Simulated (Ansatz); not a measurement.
A geometry of P away from equilibrium: the start of the relaxation of a relaxed P cell, doubled along one cell vector, shaken by Gaussian noise of σ = 0.08 Å a coordinate. The numbers are results of r2SCAN (plane waves to 500 eV, PAW, scalar-relativistic; Ansatz, a program for electronic structure), not measurements. Γ-centred k-mesh 7×4×5 on the run's cell (coarser than for final values), Fermi–Dirac smearing 0.05 eV.

```xyz
8
Lattice="3.9644 0.0000 0.0000 -3.9644 6.8666 0.0000 0.0000 0.0000 4.9166" Properties=species:S:1:pos:R:3 pbc="T T T"
P     -0.0421     0.0840     1.2985
P     -2.0138     3.4952     1.2176
P      0.1002    -0.0040     3.9057
P     -1.9257     3.4353     3.7608
P      0.0853     2.2253     1.2211
P     -1.9607     5.7454     1.2948
P      2.0741     1.1718     3.6237
P     -0.0783     4.6914     3.6525
```

### Question
What forces act on the atoms (eV/Å)?

### Answer
```json
[
 {"atom": "P1", "Fx": "0.52", "Fy": "-0.81", "Fz": "-0.02"},
 {"atom": "P2", "Fx": "0.38", "Fy": "-0.32", "Fz": "0.09"},
 {"atom": "P3", "Fx": "-0.26", "Fy": "0.47", "Fz": "-0.05"},
 {"atom": "P4", "Fx": "-0.42", "Fy": "0.14", "Fz": "0.05"},
 {"atom": "P5", "Fx": "-0.50", "Fy": "1.12", "Fz": "0.29"},
 {"atom": "P6", "Fx": "-0.18", "Fy": "0.18", "Fz": "0.38"},
 {"atom": "P7", "Fx": "-0.06", "Fy": "-0.18", "Fz": "-0.29"},
 {"atom": "P8", "Fx": "0.51", "Fy": "-0.61", "Fz": "-0.45"}
]
```

### Question
What is the pressure?

### Answer
+1.2 GPa, compression positive.

No spin polarisation in the result. No dispersion correction is included, so spacings between layers, chains or molecules are soft and tend to come out too large.

The end of the path is a generated cell of P: the first start was made by placing the elements on the sites of a structure type, and the end was not matched to a known phase here, so it may be hypothetical. Known forms of P include space group No. 64.
